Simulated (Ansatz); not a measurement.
In PBE (plane waves, PAW; program Ansatz), BAs in the NiAs type structure (P6_3/mmc) relaxes to a = 3.263 Å, c = 5.447 Å. B has 6 nearest neighbours from 2.32 Å (octahedral); As has 6 nearest neighbours from 2.32 Å (trigonal prismatic). Its formation energy from the elements is 0.98 eV/atom, with no fitted shifts.

Electronic character: metallic (no gap). Gap from PBE with spin–orbit coupling: none (metallic).

The bulk modulus is 1220 kbar.

The start of the workflow was typed in or built on a structure type; neither database checked (COD, Materials Project) lists it. It is not the phase usual at ambient conditions (space group No. 216). The PBE relaxation kept the symmetry of its start; whether a distortion lowers the energy is not shown. Its formation energy is positive at this level, so the cell may be metastable or incomplete. The references are the lowest solids computed at this level, not always the standard phases. Spin–orbit coupling is left out wherever it is not named.

Potentials: the earlier of the program's two PAW sets.
